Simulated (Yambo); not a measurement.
```
RbCl
1.0
    0.00000     3.33584     3.33584
    3.33584     0.00000     3.33584
    3.33584     3.33584     0.00000
Cl Rb
1 1
Direct
  0.50000   0.50000   0.50000
  0.00000   0.00000   0.00000
```

Workflow: norm-conserving PBEsol (Quantum ESPRESSO, 58 Ry, scalar-relativistic), then G0W0 in Yambo (4×4×4 Γ-centred k mesh, 159 bands and a 10 Ry block in the screening, 159 bands in G with the Bruneval-Gonze terminator, plasmon pole fitted at 27.2 eV).

Give the PBEsol and G0W0 gaps between the band edges found on this mesh, and say where the edges lie.

Edges: Γ → Γ. PBEsol: 4.73 eV; G0W0: 7.78 eV. Convergence of the G0W0 settings was not tested. 

Geometry strained from the cell relaxed with PBEsol, atoms relaxed again.
